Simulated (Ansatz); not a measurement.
**Ansatz 0.2.0, settings compared: Al3NiGe2Pd3**

Launch command:

```bash
ansatz run input.yaml --threads 1 --pin off --max-ram 2560MiB --backend cpu --events-out ev --progress --plain --runs-dir out
```

input.yaml:

```yaml
crystal:
  lattice:
    - [3.16036, 5.473904, 0.0]
    - [-3.16036, 5.473904, 0.0]
    - [0.0, 0.0, 3.781189]
  atoms:
    - { symbol: Al, position: [0.2268, 0.7732, 0.5] }
    - { symbol: Al, position: [0.7732, 0.0, 0.5] }
    - { symbol: Al, position: [0.0, 0.2268, 0.5] }
    - { symbol: Pd, position: [0.5963, 0.4037, 0.0] }
    - { symbol: Pd, position: [0.4037, 0.0, 0.0] }
    - { symbol: Pd, position: [0.0, 0.5963, 0.0] }
    - { symbol: Ge, position: [0.33333, 0.33334, 0.5] }
    - { symbol: Ge, position: [0.66667, 0.66666, 0.5] }
    - { symbol: Ni, position: [0.0, 0.0, 0.0] }
  symmetry: { tolerance: 0.0003 }
kpoints:
  mp_grid: { grid: [4, 4, 5], shift: [0, 0, 0] }
magnetization:
  spin_polarized: false
scf:
  occupations: { method: fermi_dirac, width: 0.039 }
hamiltonian:
  pseudopotentials: { kind: paw }
  xc: r2scan
basis:
  ecutwfc: 500
output:
  forces: true
  stress: true
  eigenvalues: true
```

Origin of the cell: a known structure type with other elements, at an estimated volume, so it need not be a known compound.

Output of this run (shortened):

```
Warning: the atoms were moved onto the symmetric positions of the space group found under crystal.symmetry.tolerance 3.0e-4 (fractional; no operation is sought that the atoms, as they stand i […]
Pseudopotentials: kind: paw
Pseudopotential: Al, paw, valence charge 3, recommended cutoff 500 eV (meta_gga), Al.paw.azcp
Pseudopotential: Pd, paw, valence charge 18, recommended cutoff 500 eV (meta_gga), Pd.paw.azcp
Pseudopotential: Ge, paw, valence charge 14, recommended cutoff 500 eV (meta_gga), Ge.paw.azcp
Pseudopotential: Ni, paw, valence charge 18, recommended cutoff 500 eV (meta_gga), Ni.paw.azcp
Functional definition: r2SCAN
  exchange = r2scan_x(k0 = k0, k1 = k1, a1 = a1)
  correlation = r2scan_c
Crystal: 9 atoms, lattice volume = 130.825 Å³
Basis set: ecut = 500 eV, 3325 PW (Γ), exchange–correlation on 192×192×120 points (64 copies of the dense FFT grid, shifted against one another)
[… 16 lines left out …]
Initial density: superposition of atomic densities (neutral atoms: chi_scale 0, normalization atom), corrected by the library's trained network
Functional: x = r2scan, c = r2scan; τ floored in thin density (d = 2e-4 eV/Å³)
SCF iter   1: F=—  HF=-37031.033976 eV  Δρ=2.09e-2  dr2=4.84e-1  dr2_τ=1.20e-1  defer=2
SCF iter   2: F=—  HF=-37031.188910 eV  Δρ=2.61e-2  dr2=5.99e-1  dr2_τ=4.41e-3  defer=45
SCF iter   3: F=—  HF=-37031.134197 eV  Δρ=7.55e-3  dr2=6.28e-2  dr2_τ=1.39e-3  defer=45
SCF iter   4: F=—  HF=-37031.129284 eV  Δρ=2.55e-3  dr2=7.50e-3  dr2_τ=2.87e-4  defer=34
SCF iter   5: F=—  HF=-37031.129185 eV  Δρ=2.10e-3  dr2=3.88e-3  dr2_τ=2.90e-5  defer=23
SCF iter   6: F=—  HF=-37031.129500 eV  Δρ=8.40e-4  dr2=7.70e-4  dr2_τ=2.27e-5  defer=23
SCF iter   7: F=—  HF=-37031.129381 eV  Δρ=3.98e-4  dr2=1.44e-4  dr2_τ=8.23e-7  defer=23
SCF iter   8: F=—  HF=-37031.129414 eV  Δρ=2.13e-4  dr2=4.50e-5  dr2_τ=2.27e-7  defer=23
SCF iter   9: F=—  HF=-37031.129415 eV  Δρ=1.61e-5  dr2=2.60e-7  dr2_τ=4.23e-9  defer=23
SCF iter  10: F=-37031.129416 eV  HF=-37031.129416 eV  Δρ=4.44e-6  dr2=2.00e-8  dr2_τ=6.31e-10
SCF 1 converged in 10 iterations: F = -37031.129416 eV  dr2 = 2.00e-8
SCF converged after 10 iterations
Free energy (F): -37031.129416 eV
Harris-Foulkes:  -37031.129416 eV  (|F-HF|=1.16e-8)
Internal energy: -37031.116445 eV  (E = F + TS)
E sigma→0 (E₀):  -37031.122930 eV
Entropy (-TS):   -0.012970 eV (-1.441 meV/atom)
Fermi energy:    14.838153 eV
--- Per-component energies (eV) ---
  E_band       = -1196.068158
  E_kinetic    = 2137.356466
  E_local      = -15954.227728  (includes V_loc(G=0)·N_el)
  E_nonlocal   = 2165.125420
  E_hartree    = 6854.303475
  E_xc         = -814.301347
  E_vxc        = -1055.224619  (∫ρ·V_xc dr)
  E_paw        = -18451.896125  (= ΣΔE_a)
  E_vpaw       = -2271.192370  (= ΣTr[D̂ρ^β])
  E_aug_tail   = 0.000587  (compensation charges beyond the density's cutoff)
  E_vtau       = 73.473674  (kinetic-family band-sum trace: ∫τ·v_τ [+ j·A + Jᵃ·Aᵃ] dr)
  E_ewald      = -12963.469008
  E_core_change = -4.008184  (= ΣΔE_core)
  E_smearing   = -0.012970  (= −TS)
  Σ components = -37031.129416   (vs F -37031.129416, Δ=0.00e0)
--- Forces (eV/Å), atoms counted from 1 ---
  atom   1  Al     1.506463    -0.000000     0.000000
[… 3 lines left out …]
  atom   5  Pd     0.215147     0.372645     0.000000
  atom   6  Pd     0.215147    -0.372645     0.000000
  atom   7  Ge    -0.000000    -0.000000     0.000000
  atom   8  Ge     0.000000     0.000000     0.000000
  atom   9  Ni    -0.000000     0.000000     0.000000
  max |Σ_I F_I| component: 1.65e-16 eV/Å
--- Stress (GPa, compression-positive) ---
       10.725816      -0.000000       0.000000
       -0.000000      10.725816       0.000000
        0.000000       0.000000      -1.204931
  P = ⅓ Tr σ = 6.7489 GPa (67.489 kbar)
```

The same input was run again with these changes:

1. `scf.algorithm` default → density_mixing
2. `hamiltonian.hubbard` default → { sites: [{ species: Pd, l: d, u_eff: 2.0 }], double_counting: amf }
3. `scf.occupations.method` fermi_dirac → tetrahedron_uncorrected; `scf.occupations.width` 0.039 → default; `hamiltonian.xc` r2scan → revpbe
4. `scf.convergence.dr2_threshold` default → 1.0e-11

```json
{"run": "base", "end": "converged", "SCF iterations": "10", "P (GPa)": "6.75", "max force component (eV/Å)": "1.506", "moment (μB)": "–", "ΔE(σ→0) (meV/atom)": "0"}
{"run": "1", "end": "converged", "SCF iterations": "10", "P (GPa)": "6.75", "max force component (eV/Å)": "1.506", "moment (μB)": "–", "ΔE(σ→0) (meV/atom)": "0.00"}
{"run": "2", "end": "converged", "SCF iterations": "13", "P (GPa)": "6.71", "max force component (eV/Å)": "1.506", "moment (μB)": "–", "ΔE(σ→0) (meV/atom)": "–"}
{"run": "3", "end": "converged", "SCF iterations": "10", "P (GPa)": "12.85", "max force component (eV/Å)": "1.572", "moment (μB)": "–", "ΔE(σ→0) (meV/atom)": "–"}
{"run": "4", "end": "converged", "SCF iterations": "15", "P (GPa)": "6.75", "max force component (eV/Å)": "1.506", "moment (μB)": "–", "ΔE(σ→0) (meV/atom)": "0.00"}
```

Energies are compared only where functional, datasets, charge and starting cell are the same.

Caveats of the base run: no spin polarisation, so a magnetic state may lie lower; the k mesh is coarse if the cell is a metal.

Run 3: forces of this functional can be a tenth off on datasets made under PBE.

The base run ran for 16 s on 1 thread of Intel(R) Xeon(R) Platinum 8488C (Sapphire Rapids) (shared host), peak memory 0.75 GiB, from the program's own first density.
